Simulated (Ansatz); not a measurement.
InSb:
```
InSb
1.0
    0.00000     3.01855     3.01855
    3.01855     0.00000     3.01855
    3.01855     3.01855     0.00000
In Sb
1 1
Direct
  0.00000   0.00000   0.00000
  0.50000   0.50000   0.50000
```

Relaxed with PBEsol. Special points in fractions of this cell's reciprocal vectors: Γ (0.000, 0.000, 0.000); X (0.500, 0.000, 0.500); U (0.625, 0.250, 0.625); K (0.375, 0.375, 0.750); L (0.500, 0.500, 0.500); W (0.500, 0.250, 0.750).

Task: List the band energies nearest the Fermi level at these points for PBEsol with spin–orbit coupling in the plane-wave PAW code Ansatz.

Result: In eV from the Fermi level; about four levels below and three above (degenerate sets whole), none deeper than 8.9 eV; points with the same levels are listed once.

```tsv
k	below	above
Γ	-0.52 -0.52 -0.09 -0.09	0.29 0.29 0.29 0.29
X	-2.39 -2.39 -1.98 -1.98	3.21 3.21 8.25 8.25
U	-1.57 -1.57 -0.35 -0.35	5.10 5.10 6.13 6.13
L	-6.57 -6.57	0.18 0.18 0.68 0.68
W	-3.72 -3.72 -3.59 -3.59	2.15 2.15 3.48 3.48
```

Space group Fm-3m (rock salt). The first step of the workflow began from a Materials Project structure, measured or hypothetical; the Crystallography Open Database copy checked does not list it. It is not the phase usual at ambient conditions (space group No. 216). The PBEsol relaxation kept the symmetry of its start; its stability against distortions is not shown here.

Potentials: the later of the program's two PAW sets.
